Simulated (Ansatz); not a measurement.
## Rb₂MnS₂ (Ibam)

Level of theory: PBEsol+U, U = 5.0 eV, J = 0.9 eV (Liechtenstein form) on Mn d, fully localised double counting, collinear spin, scalar-relativistic, 420 eV, PAW set soft_2 (made for PBE), 4×4×4 mesh, Gaussian smearing of 0.05 eV; plane-wave PAW code Ansatz.

```xyz
10
Lattice="-3.5595 6.5700 3.1475 3.5595 -6.5700 3.1475 3.5595 6.5700 -3.1475" Properties=species:S:1:pos:R:3 pbc="T T T"
Rb    2.4553    1.9559    0.0000
Rb    1.1042    4.6141    3.1475
Rb    2.4553   -1.9559    3.1475
Rb    1.1042    8.5259    0.0000
Mn    0.0000    0.0000    1.5738
Mn    0.0000    0.0000    4.7213
S    -2.2261    5.2507    3.1475
S     5.7856    1.3193    0.0000
S     1.3334    1.3193    3.1475
S     2.2261    5.2507    0.0000
```

The structure is that of a cell as deposited in COD, unrelaxed.

Cell and atoms stay fixed. Atoms count from 1 in the text and from 0 in parts of the program's output.

Two runs on this cell converged from different starts. The ends of their outputs, energies left out (λ are the eigenvalues of a shell's occupation matrix):

Run A:

```
Magnetization: 10.0000 μB (50.0000 up, 40.0000 down)
Absolute magnetization: 10.0970 μB (∫|ρ↑−ρ↓|, with the PAW one-centre terms)
Per-site moments (μB) at R_I (Å): [(0.01265, 1.36241), (0.01265, 1.36241), (0.01265, 1.36241), (0.01265, 1.36241), (4.28932, 1.01000), (4.28932, 1.01000), (0.03908, 1.01000), (0.03908, 1.01000), (0.03908, 1.01000), (0.03908, 1.01000)]
Fermi energy:    6.005767 eV
--- Forces (eV/Å), atoms counted from 1 ---
  atom   1  Rb    -0.03266417    -0.03944512     0.00000000
  atom   2  Rb     0.03266417     0.03944512     0.00000000
  atom   3  Rb    -0.03266417     0.03944512     0.00000000
  atom   4  Rb     0.03266417    -0.03944512     0.00000000
  atom   5  Mn     0.00000000     0.00000000     0.00000000
  atom   6  Mn     0.00000000     0.00000000     0.00000000
  atom   7  S      0.13062207    -0.09929048     0.00000000
  atom   8  S     -0.13062207     0.09929048     0.00000000
  atom   9  S      0.13062207     0.09929048     0.00000000
  atom  10  S     -0.13062207    -0.09929048     0.00000000
--- Stress (GPa, compression-positive) ---
        0.057726       0.000000       0.000000
        0.000000      -0.061501       0.000000
        0.000000       0.000000       0.809958
  P = ⅓ Tr σ = 0.2687 GPa (2.687 kbar)
--- Löwdin populations: 10 sites ---
  site symbol       q [e]    m [muB]
     0     Rb      8.2705     0.0103
     1     Rb      8.2705     0.0103
     2     Rb      8.2705     0.0103
     3     Rb      8.2705     0.0103
     4     Mn     13.9283     4.6689
     5     Mn     13.9283     4.6689
     6      S      7.0977     0.1122
     7      S      7.0977     0.1122
     8      S      7.0977     0.1122
     9      S      7.0977     0.1122
--- Occupation matrices: 2 shells (run DFT+U table (all-electron-ortho-atomic); ε = 1.61e-3) ---
  Mn4 d_3D up     Tr n = 4.9630  λ = 0.989 0.989 0.992 0.996 0.997
  Mn4 d_3D dn     Tr n = 0.3379  λ = 0.041 0.041 0.062 0.095 0.098
  Mn5 d_3D up     Tr n = 4.9630  λ = 0.989 0.989 0.992 0.996 0.997
  Mn5 d_3D dn     Tr n = 0.3379  λ = 0.041 0.041 0.062 0.095 0.098
```

Run B:

```
Magnetization: 0.0000 μB (45.0000 up, 45.0000 down)
Absolute magnetization: 9.6780 μB (∫|ρ↑−ρ↓|, with the PAW one-centre terms)
Per-site moments (μB) at R_I (Å): [(0.00000, 1.36241), (0.00000, 1.36241), (0.00000, 1.36241), (0.00000, 1.36241), (4.24693, 1.01000), (-4.24693, 1.01000), (0.00000, 1.01000), (0.00000, 1.01000), (0.00000, 1.01000), (0.00000, 1.01000)]
--- Magnetisation constraints (ε_frz = 1.0e-4 eV) ---
  site  kind      target   achieved (μB)  |Δ|max (μB)  g (eV/μB)  λ_eff  esc  ok  flags
  4     per_site  +4.2900  +4.2469        4.31e-2       0.00e0    0.000  0    —   released
  5     per_site  -1.7200  -4.2469        2.53e0        0.00e0    0.000  0    —   released
Fermi energy:    5.853640 eV
--- Forces (eV/Å), atoms counted from 1 ---
  atom   1  Rb    -0.03266224    -0.04022559    -0.00003643
  atom   2  Rb     0.03266224     0.04022559    -0.00003643
  atom   3  Rb    -0.03266224     0.04022559     0.00003643
  atom   4  Rb     0.03266224    -0.04022559     0.00003643
  atom   5  Mn     0.00000000     0.00000000     0.00000000
  atom   6  Mn     0.00000000     0.00000000     0.00000000
  atom   7  S      0.05712843    -0.02629102     0.00000345
  atom   8  S     -0.05712843     0.02629102     0.00000345
  atom   9  S      0.05712843     0.02629102    -0.00000345
  atom  10  S     -0.05712843    -0.02629102    -0.00000345
--- Stress (GPa, compression-positive) ---
       -0.161733       0.000000       0.000000
        0.000000      -0.281574       0.000000
        0.000000       0.000000      -0.142844
  P = ⅓ Tr σ = -0.1954 GPa (-1.954 kbar)
--- Löwdin populations: 10 sites ---
  site symbol       q [e]    m [muB]
     0     Rb      8.2700     0.0000
     1     Rb      8.2700     0.0000
     2     Rb      8.2700     0.0000
     3     Rb      8.2700     0.0000
     4     Mn     13.9549     4.6163
     5     Mn     13.9549    -4.6163
     6      S      7.0858     0.0000
     7      S      7.0858     0.0000
     8      S      7.0858     0.0000
     9      S      7.0858     0.0000
--- Occupation matrices: 2 shells (run DFT+U table (all-electron-ortho-atomic); ε = 1.14e-3) ---
  Mn4 d_3D up     Tr n = 4.9541  λ = 0.988 0.989 0.989 0.992 0.997
  Mn4 d_3D dn     Tr n = 0.3747  λ = 0.043 0.049 0.081 0.099 0.102
  Mn5 d_3D up     Tr n = 0.3747  λ = 0.043 0.049 0.081 0.099 0.102
  Mn5 d_3D dn     Tr n = 4.9541  λ = 0.988 0.989 0.989 0.992 0.997
```

Task: Which run lies higher in energy, by how much, and why?

Result: Run A, by 21.0 meV/atom. Run A has 5 d electrons in filled orbitals, 5 of them unpaired, the high-spin filling, a gap of 1.97 eV and a whole-number cell moment of 10 μB, as a collinear insulator must have; run B has 5 d electrons in filled orbitals, 5 of them unpaired, the high-spin filling, a gap of 2.48 eV. Run A kept 8 symmetry operations, run B 4. They differ in magnetic order (signs of the magnetic ions' moments, up to an overall flip, +− in run B, ++ in run A). The Hubbard term of the energy is 1.59 eV per cell in run B and 1.43 eV in run A. Of the difference of 0.21 eV per cell, the Hubbard term gives -0.17 eV and all other terms 0.38 eV, so the other terms decide the order against the Hubbard term. The other terms are taken on each state's own density, so they aren't the result of a run without U.

Run A started from: ferromagnetic start, free, natural orbitals of the symmetric run filled by rank, moments Mn5 5.00; Mn6 5.00 μB, occupations held for 10 iterations. Run B started from: ferrimagnetic site moments held at Mn5 4.29; Mn6 -1.72 μB at first, then free, moments Mn5 4.29; Mn6 -1.72 μB. At this level the cell was started in 17 ways, of which 1 didn't converge. Run B holds the lowest state found for this cell, which doesn't make it the ground state. U wasn't fitted or computed for this material, so the results show what this U gives and needn't match the real solid. Gaps are Kohn–Sham gaps over the k-mesh alone and may be smaller between its points.
